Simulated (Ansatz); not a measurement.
RuN2:
```xyz
6
Lattice="4.0621 0.0000 0.0000 0.0000 4.8578 0.0000 0.0000 0.0000 2.6730" Properties=species:S:1:pos:R:3 pbc="T T T"
Ru     0.0000     0.0000     0.0000
Ru     2.0311     2.4289     1.3365
N      1.5332     4.4085     1.3365
N      2.5289     0.4493     1.3365
N      3.5642     2.8782     0.0000
N      0.4979     1.9796     0.0000
```

Relaxed with PBEsol. Special points in fractions of this cell's reciprocal vectors: Γ (0.000, 0.000, 0.000); X (0.500, 0.000, 0.000); S (0.500, 0.500, 0.000); Y (0.000, 0.500, 0.000); Z (0.000, 0.000, 0.500); U (0.500, 0.000, 0.500); R (0.500, 0.500, 0.500); T (0.000, 0.500, 0.500).

Problem. List the band energies nearest the Fermi level at these points for PBEsol in the plane-wave PAW code Ansatz.

Solution. In eV from the Fermi level; about four levels below and three above (degenerate sets whole), none deeper than 8.9 eV; points with the same levels are listed once.

```json
[
 {"k": "Γ", "below": "-1.80 -1.11 -0.35 -0.16", "above": "0.21 4.52 5.56"},
 {"k": "X", "below": "-0.75 -0.75 -0.32 -0.32", "above": "2.16 2.16 2.71 2.71"},
 {"k": "S", "below": "-0.76 -0.76 -0.02 -0.02", "above": "0.05 0.05 1.74 1.74"},
 {"k": "Y", "below": "-2.61 -2.61 -1.20 -1.20", "above": "0.02 0.02 0.50 0.50"},
 {"k": "Z", "below": "-2.55 -2.55 -0.77 -0.77", "above": "0.56 0.56 1.86 1.86"},
 {"k": "U", "below": "-2.04 -2.04 -0.53 -0.53", "above": "2.55 2.55 4.76 4.76"},
 {"k": "R", "below": "-0.89 -0.89 -0.76 -0.76", "above": "2.28 2.28 4.09 4.09"},
 {"k": "T", "below": "-1.39 -1.39 -1.06 -1.06", "above": "0.02 0.02 1.93 1.93"}
]
```

Space group Pnnm. The first step of the workflow began from a Materials Project structure, measured or hypothetical; the Crystallography Open Database copy checked does not list it. Its standing as an ambient phase is unchecked. The cell was relaxed with PBEsol under the symmetry of its start; whether a distortion lowers the energy is not shown. The run is not spin-polarised. Its formation energy is positive at this level, so the cell may be metastable or incomplete. Scalar-relativistic: spin–orbit coupling is off unless named, which matters more the heavier the elements.

Potentials: the later of the program's two PAW sets.
